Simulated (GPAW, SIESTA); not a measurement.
This is a calculation of GaGe3 for SIESTA 5.4.2. Atoms were shifted at random by some hundredths of an Å from the given cell, which wasn't relaxed again for these runs. The cell comes from a database or a generator and needn't be the stable form of this composition.

File GaGe3.fdf:

```
SystemName                      GaGe3
SystemLabel                     GaGe3
NumberOfSpecies                 2
NumberOfAtoms                   4
%block ChemicalSpeciesLabel
  1  32 Ge
  2  31 Ga
%endblock ChemicalSpeciesLabel

LatticeConstant                 1.0 Ang
%block LatticeVectors
     0.0000000000     3.3871670000     3.3871670000
     3.3871670000     0.0000000000     3.3871670000
     3.3871670000     3.3871670000     0.0000000000
%endblock LatticeVectors
AtomicCoordinatesFormat         Fractional
%block AtomicCoordinatesAndAtomicSpecies
     0.5073380000     0.5011620000     0.4946460000  1  Ge
     0.7594530000     0.7517590000     0.7461760000  1  Ge
     0.2490690000     0.2550790000     0.2519830000  1  Ge
     0.0098280000    -0.0176820000     0.0106650000  2  Ga
%endblock AtomicCoordinatesAndAtomicSpecies

%block kgrid.MonkhorstPack
    7   0   0  0.0
    0   7   0  0.0
    0   0   7  0.0
%endblock kgrid.MonkhorstPack
XC.Functional                   GGA
XC.Authors                      PBE
PAO.BasisSize                   DZP
PAO.EnergyShift                 0.003 Ry
Mesh.Cutoff                     800 Ry
OccupationFunction              FD
ElectronicTemperature           0.05 eV
MaxSCFIterations                120
SCF.MustConverge                false
SCF.Mixer.Method                Pulay
SCF.Mixer.Weight                0.25
SCF.Mixer.History               8
SCF.DM.Tolerance                5.0e-05
SCF.H.Tolerance                 1.0e-03 eV
WriteForces                     true
Charge.Mulliken                 end
%block PAO.Basis
  Ge 4
  n=4 0 2
    5.972 0.000
  n=4 1 2
    8.196 0.000
  n=3 2 2
    3.189 0.000
  n=4 2 1
    8.196
  Ga 4
  n=4 0 2
    6.575 0.000
  n=4 1 2
    9.448 0.000
  n=3 2 2
    3.582 0.000
  n=4 2 1
    9.448
%endblock PAO.Basis
```

Potentials or basis: PseudoDojo 0.4 standard (PBE files), converted to PSML, two zetas on semicore shells, DZP (energy shift 0.003 Ry; two zetas on semicore shells).

Launch:

```console
$ siesta < GaGe3.fdf > GaGe3.out 2>&1
```

**Question.** What does the same run look like in GPAW 26.7.0 (ASE script)? Potentials or basis there: GPAW PAW data sets (gpaw-data 1.2.1), cutoff 600 eV.

**Answer.** As run (cutoffs and basis follow the program's own potentials, and thresholds, step limits or extra output files can differ):

run.py

```python
from ase.dft.bandgap import bandgap
from ase.io import read, write
from ase.units import GPa
from gpaw import GPAW, PW

atoms = read('GaGe3.xyz')

calc = GPAW(mode=PW(600),
            xc='PBE',
            kpts={'size': (7, 7, 7), 'gamma': True},
            occupations={'name': 'fermi-dirac', 'width': 0.05},
            nbands=18,
            convergence={'density': 1e-05, 'energy': 1e-05},
            maxiter=150,
            txt='gpaw.txt')
atoms.calc = calc
energy = atoms.get_potential_energy()
forces = atoms.get_forces()
stress = atoms.get_stress()
calc.write('gs.gpw')
write('result.traj', atoms)
print(f'Energy: {energy:.6f} eV')
print('Forces (eV/A):')
print(forces.round(4))
print('Stress (GPa):', (stress / GPa).round(3))
print('Fermi level:', round(calc.get_fermi_level(), 4), 'eV')
print(f'Gap: {bandgap(calc)[0]:.4f} eV, direct: {bandgap(calc, direct=True)[0]:.4f} eV')
```

GaGe3.xyz

```xyz
4
Lattice="0.0000000000 3.3871670000 3.3871670000 3.3871670000 0.0000000000 3.3871670000 3.3871670000 3.3871670000 0.0000000000" Properties=species:S:1:pos:R:3 pbc="T T T"
Ge     3.3729679959      3.3938871393      3.4159579195
Ge     5.0737560001      5.0998168630      5.1187274164
Ge     1.7175036734      1.6971467997      1.7076334687
Ga    -0.0237677508      0.0694132133     -0.0266028096
```

Potentials or basis: GPAW PAW data sets (gpaw-data 1.2.1), pw.

Launch:

```sh
$ OMP_NUM_THREADS=1 python run.py
```

Both were run:

|  | SIESTA | GPAW |
| --- | --- | --- |
| Pressure | 1.0 GPa | -0.7 GPa |
| Largest force | 0.218 eV/Å | 0.184 eV/Å |
| Energy over the undisturbed cell | 2.7 meV/atom | 2.3 meV/atom |

The potentials hold 55 and 15 valence electrons a cell.

Pressure is positive in compression.
